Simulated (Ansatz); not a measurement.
An elastic tensor (GPa, Voigt order, standard axes) from r²SCAN in the plane-wave PAW code Ansatz:

```
41.3  16.4  16.4   0.0   0.0   0.0
16.4  41.3  16.4   0.0   0.0   0.0
16.4  16.4  41.3   0.0   0.0   0.0
 0.0   0.0   0.0   8.0   0.0   0.0
 0.0   0.0   0.0   0.0   8.0   0.0
 0.0   0.0   0.0   0.0   0.0   8.0
```

Task: Pick the material that matches.
(A) BiB, rock salt
(B) Cs2AgBiBr6, Fm-3m (Bi on 4a, Ag on 4b, Cs on 8c, Br on 24e)
(C) AgCl, rock salt
(D) KBr, rock salt

Result: B, Cs2AgBiBr6, Fm-3m (Bi on 4a, Ag on 4b, Cs on 8c, Br on 24e)

The r²SCAN relaxation kept the symmetry of its start; phonons show weakly imaginary modes. The run is not spin-polarised. Scalar-relativistic: spin–orbit coupling is off unless named, which matters more the heavier the elements.

Potentials: the later of the program's two PAW sets.
